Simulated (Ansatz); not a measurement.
A geometry of AlRu away from equilibrium: the start of the relaxation of a relaxed AlRu cell, doubled along one cell vector, shaken by Gaussian noise of σ = 0.08 Å a coordinate. The numbers are results of r2SCAN (plane waves to 500 eV, PAW, scalar-relativistic; Ansatz, a program for electronic structure), not measurements. Γ-centred k-mesh 11×11×6 on the run's cell (coarser than for final values), Fermi–Dirac smearing 0.05 eV.

```xyz
4
Lattice="2.9825 0.0000 0.0000 0.0000 2.9825 0.0000 0.0000 0.0000 5.9651" Properties=species:S:1:pos:R:3:forces:R:3 pbc="T T T" free_energy=-12864.615 pressure_GPa=4.6
Al     1.4891     1.6163     1.5090    0.2773   -1.2717    0.4459
Al     1.4830     1.5811     4.3133   -0.2167   -0.6483    2.0491
Ru     0.0898    -0.0350     0.1277   -0.8464    1.1391   -2.0159
Ru    -0.0636     0.0250     3.0144    0.7858    0.7809   -0.4790
```

Positions in Å, forces in eV/Å, free energy of the cell in eV (comparable only within this code, potentials and settings). Largest force: 2.47 eV/Å, on Ru3 (atoms numbered as listed); the geometry lies 0.12 eV/atom above the end of its relaxation.

No spin polarisation in the result.
